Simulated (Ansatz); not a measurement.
Cu (I4/mmm), tetragonal deformation path

Level of theory: DFT LDA, scalar-relativistic, plane waves, PAW in Ansatz. The runs took a 420 eV cutoff, a Γ-centred 26×26×26 mesh and Gaussian smearing (0.15 eV). No spin polarisation. Energies are free energies at this smearing, counted from the undisturbed cell; pressure is positive in compression.

The undisturbed cell (as given, not relaxed at this level; it stands at -7.8 GPa; this bcc form isn't the usual structure):

```
Cu
1.0
    -1.44279    1.44279    1.37608
     1.44279   -1.44279    1.37608
     1.44279    1.44279   -1.37608
Cu
1
Cartesian
  0.0000 0.0000 0.0000
```

At fixed volume and fractional coordinates, lengths along (0.000, 0.000, 1.000) are scaled against those across it; ρ is that ratio over its starting value. The cell is metallic on the mesh throughout. At ρ = 1.048 the cell becomes cubic (Im-3m), and there the slope of the energy vanishes by symmetry.

| ρ | ΔE (meV/atom) | pressure (GPa) |
| --- | --- | --- |
| 0.850 | 19.7 | -5.9 |
| 0.920 | ? | ? |
| 1.000 | 0.0 | -7.8 |
| 1.100 | -0.7 | -7.8 |
| 1.200 | -8.9 | -7.9 |

Question: Give the withheld values.

Answer: ΔE (meV/atom) at ρ = 0.920: 1.5; pressure (GPa) at ρ = 0.920: -7.4.